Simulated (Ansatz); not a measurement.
Data:

HfPbO₃ (cubic perovskite, Pm-3m), a = 4.1320 Å, b = 4.1320 Å, c = 4.1320 Å, α = 90.00°, β = 90.00°, γ = 90.00°.

This is the r²SCAN-relaxed structure.

Problem. All from r²SCAN (plane waves, PAW; program Ansatz), unless another level is named. Give the formation energy from the elements (no fitted shifts).

Solution. -2.69 eV/atom.

Problem. Next, the hole effective mass with spin–orbit coupling?

Solution. 0.27, 0.80, 0.80 mₑ (principal values).

Problem. What about the electron effective mass with spin–orbit coupling?

Solution. 0.21, 0.40, 0.40 mₑ (principal values).

Problem. And the HSE06 gap on the r²SCAN cell?

Solution. 3.50 eV.

Problem. What about the gap with spin–orbit coupling?

Solution. 2.51 eV.

Problem. Next, the valence-band maximum?

Solution. at X.

The workflow started from a Materials Project entry (that database holds measured and hypothetical structures alike); the Crystallography Open Database copy checked does not list it. COD files the formula under space group No. 55. Whether it is the stable phase at ambient conditions was not checked. The r²SCAN relaxation kept the symmetry of its start; its stability against distortions is not shown here. The run is not spin-polarised. The references are the lowest solids computed at this level, not always the standard phases (solids in place of the gases). Scalar-relativistic: spin–orbit coupling is off unless named, which matters more the heavier the elements.

Potentials: the later of the program's two PAW sets.
